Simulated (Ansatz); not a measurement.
Nb₃Sn (A15 (Cr3Si type), Pm-3n) at seven volumes, DFT-PBE in the program Ansatz with PAW potentials, scaled uniformly. One row is withheld.

```json
[
 {"V (Å³/atom)": "17.118", "P (GPa)": "18.63"},
 {"V (Å³/atom)": "17.683", "P (GPa)": "?"},
 {"V (Å³/atom)": "18.247", "P (GPa)": "5.27"},
 {"V (Å³/atom)": "18.811", "P (GPa)": "0.00"},
 {"V (Å³/atom)": "19.376", "P (GPa)": "-4.51"},
 {"V (Å³/atom)": "19.940", "P (GPa)": "-8.36"},
 {"V (Å³/atom)": "20.504", "P (GPa)": "-11.65"}
]
```

Q: Fit the shown pressures and predict the withheld one.

A: Third-order Birch–Murnaghan: P = (3/2)B₀(x^(7/2) − x^(5/2))[1 + (3/4)(B′ − 4)(x − 1)] with x = (V₀/V)^(2/3). Least squares on the six rows gives V₀ = 18.811 Å³/atom, B₀ = 162.0 GPa, B′ = 4.19. At V = 17.683, x = 1.0421 and P = 11.41 GPa. The run itself gave 11.43 GPa.

The PBE relaxation kept the symmetry of its start. No spin polarisation was allowed. Scalar-relativistic: spin–orbit coupling is off unless named, which matters more the heavier the elements.

Potentials: the later of the program's two PAW sets.
